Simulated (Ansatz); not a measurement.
LaNbN₃ (cubic perovskite, space group No. 221) at seven volumes, PBEsol (plane waves, PAW; program Ansatz), scaled uniformly. One row is withheld.

```csv
V (Å³/atom),P (GPa)
12.206,23.57
12.609,?
13.011,6.68
13.414,0.00
13.816,-5.79
14.218,-10.78
14.621,-15.07
```

Question: Fit the shown pressures and predict the withheld one.

Answer: Third-order Birch–Murnaghan: P = (3/2)B₀(x^(7/2) − x^(5/2))[1 + (3/4)(B′ − 4)(x − 1)] with x = (V₀/V)^(2/3). Least squares on the six rows gives V₀ = 13.413 Å³/atom, B₀ = 207.3 GPa, B′ = 3.97. At V = 12.609, x = 1.0421 and P = 14.49 GPa. The run itself gave 14.43 GPa.

Space group Pm-3m (cubic perovskite). The start of the workflow was typed in or built on a structure type; neither database checked (COD, Materials Project) lists it. Whether it is the stable phase at ambient conditions was not checked. Symmetry was held in the PBEsol relaxation. At this level the phase is dynamically unstable (imaginary phonons). The workflow began spin-polarised and lost its moments. Spin–orbit coupling is left out wherever it is not named.

Potentials: the later of the program's two PAW sets.
